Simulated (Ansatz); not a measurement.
AlBO3 (space group R-3c)

```
CELL_PARAMETERS angstrom
      2.23765     1.29191     4.57921
     -2.23765     1.29191     4.57921
      0.00000    -2.58382     4.57921
ATOMIC_POSITIONS crystal
  Al 0.50000 0.50000 0.50000
  Al 0.00000 0.00000 0.00000
  B  0.75000 0.75000 0.75000
  B  0.25000 0.25000 0.25000
  O  0.75000 0.44126 0.05874
  O  0.25000 0.55874 0.94126
  O  0.05874 0.75000 0.44126
  O  0.94126 0.25000 0.55874
  O  0.44126 0.05874 0.75000
  O  0.55874 0.94126 0.25000
```

The slice is a (1 -1 0 2) plane (indices of the conventional cell) through the point (0.250, 0.559, 0.941) (fractional), spanned by u = [1 0 -1] and v = [010] in vectors of this cell: u (4.48 Å) and v (5.26 Å, at 90° to u). It covers one period; positions are fractions (u, v).

The numbers are results of PBEsol (plane waves to 420 eV, PAW, scalar-relativistic; Ansatz, a first-principles code), not measurements. k mesh 9×9×9. These are valence fields of a PAW run, semicore shells included where kept as valence: close to a nucleus they are smooth pseudo fields. AlBO3 was relaxed with its symmetry unable to fall.

Three fields on this plane, each scaled to ten steps between its own extremes (0 low, 9 high; the total valence density on a logarithmic scale, the potential cut 8 eV below its top; x marks points blanked near nuclei; v = 0 in the bottom row):

Map A
```
|xxxx98410123332100158xxx|
|xxx9984102455532001479xx|
|xx998730026776421013689x|
|888764100267764210025788|
|655431000156653100012466|
|221110000024432100001223|
|000011100011210000000000|
|001245542000000000000000|
|024678875200000000000000|
|257899997410000000000000|
|5899xx998620000000000001|
|799xxxxx8630000000000003|
|89xxxxxx8730000000000015|
|99xxxxxx8730000111100026|
|99xxxxxx9730001233321026|
|899xxxxx8620012456531026|
|8999xx998520013567741014|
|578888886310013567741002|
|234566654200012456630000|
|011222321000001234310000|
|110000000000000112100011|
|431000000000000000001345|
|875310000000000000013688|
|998741000000000000025899|
|xx987310000000000014799x|
|xxx9862000000000001479xx|
|xxxx97300000000000158xxx|
|xxxx98410011111000158xxx|
```

Map B
```
|xxxx12100002467888751xxx|
|xxx0200000001467776540xx|
|xx000000000002567765420x|
|014200000000004677665441|
|654200000000004677766666|
|776300000000014678777777|
|886400000000025788888888|
|987530000000046889999999|
|997642000001357899999999|
|987500011224578999999999|
|9810xx003456789999999999|
|730xxxxx0567889999988888|
|60xxxxxx0578899988766677|
|50xxxxxx0468888876533345|
|30xxxxxx0467887653100002|
|000xxxxx0467776530000000|
|0100xx003466776400000000|
|003300344566765300000000|
|003566666667775200000000|
|014677777777875300000000|
|025788888888886400000000|
|146889999999987530000000|
|356899999999998752000000|
|026899999999999865321110|
|xx058999999999988765310x|
|xxx0788888899999887640xx|
|xxxx37766677899988762xxx|
|xxxx05433345678888760xxx|
```

Map C
```
|xxxx00000000000000000xxx|
|xxx2100000000000000100xx|
|xx211110011110001123210x|
|000111111112110113455420|
|000112112222211124688742|
|211122222222211135799864|
|322223222222211235799875|
|333333322222211234678765|
|333444321111111123566654|
|334676421111111112344443|
|2358xx620000000011223222|
|124xxxxx0000000000111111|
|00xxxxxx0000000000000000|
|00xxxxxx0000000000000000|
|00xxxxxx0000000000000000|
|013xxxxx0110000000000000|
|1123xx112222100001110001|
|111000135554210011211111|
|111001357875311112222112|
|221112579986421122222222|
|322224589986421122222223|
|333334578875421112222223|
|444333456654321111111224|
|765333344443211111111135|
|xx742222322210000000013x|
|xxx3111111110000000001xx|
|xxxx00000000000000000xxx|
|xxxx00000000000000000xxx|
```

**Question.** Assign the maps to these fields: density of the lowest conduction band (whole band as if filled, smooth part); electron localisation function (ELF); electrostatic potential energy of an electron, from the cell's mean.

**Answer.** A is the electron localisation function (ELF); B is the electrostatic potential energy of an electron, from the cell's mean; C is the density of the lowest conduction band (whole band as if filled, smooth part).
